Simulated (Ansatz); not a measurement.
**Profile along the Au–Au line in PbAu2 (cubic Laves, MgCu2 type)**

PbAu₂ (cubic Laves, MgCu2 type)

```
CELL_PARAMETERS angstrom
      0.00000     3.93832     3.93832
      3.93832     0.00000     3.93832
      3.93832     3.93832     0.00000
ATOMIC_POSITIONS crystal
  Pb 0.25000 0.25000 0.25000
  Pb 0.00000 0.00000 0.00000
  Au 0.62500 0.62500 0.12500
  Au 0.62500 0.12500 0.62500
  Au 0.62500 0.62500 0.62500
  Au 0.12500 0.62500 0.62500
```

Fields along a shortest Au–Au line of a {100} plane (2.78 Å), from Au to Au, interpolated on the slice's grid (step about 0.2 Å). Computed with LDA (plane waves to 420 eV, PAW, scalar-relativistic; Ansatz, an electronic-structure program). k mesh 10×10×10. These are valence fields of a PAW run, semicore shells included where kept as valence: close to a nucleus they are smooth pseudo fields. PbAu2 was relaxed with its symmetry unable to fall. Spin-orbit coupling is left out, though Au and Pb are heavy.

```tsv
distance from Au (Å)	valence electron density (e/Å³)	electron localisation function
0.00	15.13	x
0.14	14.20	x
0.28	11.87	x
0.42	9.05	x
0.56	6.39	0.57
0.69	3.86	0.51
0.83	1.86	0.43
0.97	0.92	0.34
1.11	0.55	0.27
1.25	0.40	0.24
1.39	0.35	0.24
1.53	0.40	0.24
1.67	0.55	0.27
1.81	0.92	0.34
1.95	1.86	0.43
2.08	3.86	0.51
2.22	6.39	0.57
2.36	9.05	x
2.50	11.87	x
2.64	14.20	x
2.78	15.13	x
```

x: too close to a nucleus for the ELF to mean much.

Density on the Au–Au line (2.78 Å) at its midpoint: 0.35 e/Å³. ELF at that point: 0.24.
